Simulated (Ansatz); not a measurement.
A geometry of Ti₃Si away from equilibrium: step 3 of the relaxation of a generated trial cell of Ti3Si in the AFLOW prototype A3B_hP8_194_h_c (D0_19, as in Ni3Sn). Method: r2SCAN (plane waves to 500 eV, PAW, scalar-relativistic; Ansatz, a first-principles code). Γ-centred k-mesh 6×6×7 on the run's cell, Fermi–Dirac smearing 0.05 eV. The plane waves were selected for a different cell earlier on the path.

```yaml
crystal:
  lattice:
    - [5.55606, 0.00000, 0.00000]
    - [-2.77803, 4.81169, 0.00000]
    - [0.00000, 0.00000, 4.46141]
  atoms:
    - { symbol: Ti, position: [0.82482, 0.64963, 0.25000] }
    - { symbol: Ti, position: [0.17518, 0.82482, 0.75000] }
    - { symbol: Ti, position: [0.35037, 0.17518, 0.25000] }
    - { symbol: Ti, position: [0.17518, 0.35037, 0.75000] }
    - { symbol: Ti, position: [0.82482, 0.17518, 0.25000] }
    - { symbol: Ti, position: [0.64963, 0.82482, 0.75000] }
    - { symbol: Si, position: [0.33333, 0.66667, 0.25000] }
    - { symbol: Si, position: [0.66667, 0.33333, 0.75000] }
```

Question: What forces act on the atoms (eV/Å)?

Answer: 
```tsv
atom	Fx	Fy	Fz
Ti1	0.00	0.56	0.00
Ti2	-0.48	0.28	0.00
Ti3	-0.48	-0.28	0.00
Ti4	0.00	-0.56	0.00
Ti5	0.48	-0.28	0.00
Ti6	0.48	0.28	0.00
Si7	0.00	0.00	0.00
Si8	0.00	0.00	0.00
```

The path ends in P6₃/mmc (No. 194) (AFLOW prototype A3B_hP8_194_h_c (D0_19, as in Ni3Sn)). No spin polarisation in the result.

The run could not lose the symmetry of its start.

The first start was generated by placing the elements on the sites of a structure type. Materials Project lists a structure of Ti3Si in the same space group, P6₃/mmc (No. 194); the sites were not compared with it, nor with measured phases.
